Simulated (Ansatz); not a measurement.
Given:

Li2H6Pt:
```yaml
crystal:
  lattice:
    - [0.00000, 3.30292, 3.30292]
    - [3.30292, 0.00000, 3.30292]
    - [3.30292, 3.30292, 0.00000]
  atoms:
    - { symbol: Li, position: [0.75000, 0.75000, 0.75000] }
    - { symbol: Li, position: [0.25000, 0.25000, 0.25000] }
    - { symbol: H, position: [0.75170, 0.75170, 0.24830] }
    - { symbol: H, position: [0.24830, 0.24830, 0.75170] }
    - { symbol: H, position: [0.24830, 0.75170, 0.75170] }
    - { symbol: H, position: [0.75170, 0.24830, 0.24830] }
    - { symbol: H, position: [0.75170, 0.24830, 0.75170] }
    - { symbol: H, position: [0.24830, 0.75170, 0.24830] }
    - { symbol: Pt, position: [0.00000, 0.00000, 0.00000] }
```

This is the PBEsol-relaxed structure.

Problem. All from the program Ansatz at the PBEsol level (PAW), unless another level is named. Predict the Poisson's ratio.

Solution. 0.19.

Problem. What about the elastic constants (relaxed ions, GPa)?

Solution. C11 = 64.1, C12 = 19.9, C44 = 30.1.

Space group Fm-3m. The workflow started from a Materials Project entry (that database holds measured and hypothetical structures alike); the Crystallography Open Database copy checked does not list it. Whether it is the stable phase at ambient conditions was not checked. Symmetry was held in the PBEsol relaxation; of distortions, only those at the zone centre were tested. No spin polarisation was allowed. Scalar-relativistic: spin–orbit coupling is off unless named, which matters more the heavier the elements.

Potentials: the later of the program's two PAW sets.
